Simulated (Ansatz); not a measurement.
The elements of this relaxed trial crystal are hidden behind letters.

```
lattice vectors (Å)
   6.4551    0.0000    0.0000
  -3.2276    5.5903    0.0000
   0.0000    0.0000    6.6015
fractional positions
X 0.0000 0.0000 0.0000
X 0.0000 0.0000 0.5000
Z 0.3396 0.0000 0.2500
Z 0.0000 0.3396 0.2500
Z 0.6604 0.6604 0.2500
Z 0.6604 0.0000 0.7500
Z 0.0000 0.6604 0.7500
Z 0.3396 0.3396 0.7500
Z 0.3333 0.6667 0.0000
Z 0.6667 0.3333 0.5000
Z 0.6667 0.3333 0.0000
Z 0.3333 0.6667 0.5000
```

These are results of DFT PBE, scalar-relativistic, plane waves, PAW (Ansatz), not measurements. Cutoff 420 eV, Γ-centred 6×6×6 mesh (12-atom cell), Gaussian smearing of 0.10 eV, no spin polarisation.

```
Space group                               : P6_3/mcm (No. 193)
Conventional cell                         : a = 6.455 Å, c = 6.602 Å
Volume per atom                           : 19.85 Å³
Density                                   : 5.32 g/cm³
Formation energy                          : +0.04 eV/atom
Gap on the 6×6×6 mesh of the 12-atom cell : 0 eV (a metal)
```

Energies are uncorrected and count from the elements' standard states at the same level.

Q: X is an s-block element of period 2 and Z is a p-block element of period 4. Which elements are they?

A: X = Li, Z = As, so the formula is LiAs5. Density times volume gives a mean mass of 5.32 × 19.85/1.6605 = 63.6 u per atom, and this set has 63.6 u. Among the elements that the hints allow, noble gases aside, only these give it. Around Li lie 6 As at 2.74 Å; around As on a site of symmetry m2m lie 4 As at 2.70 Å and 2 Li at 2.74 Å; As on a site of symmetry 32 has 6 As at 2.70 Å.

A structure relaxed within its symmetry needn't be a true minimum.
